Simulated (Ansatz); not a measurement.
CdO (rock salt), relaxed and computed with several functionals in Ansatz (plane waves, PAW).

```json
[
 {"functional": "PBEsol", "a (Å)": "4.690", "gap (eV)": "none", "B₀ by P(V) fit (GPa)": "145"},
 {"functional": "PBE", "a (Å)": "4.768", "gap (eV)": "none", "B₀ by P(V) fit (GPa)": "126"},
 {"functional": "HSE06", "a (Å)": "4.706", "gap (eV)": "0.90", "B₀ by P(V) fit (GPa)": "145"}
]
```

All cells were relaxed under the symmetry of their starts (and spin orders); stability against distortions was not tested throughout. Scalar-relativistic: spin–orbit coupling is off unless named, which matters more the heavier the elements.

Potentials: the later of the program's two PAW sets.

Ansatz (a quantum-chemistry and plane-wave program) is a plane-wave DFT program.
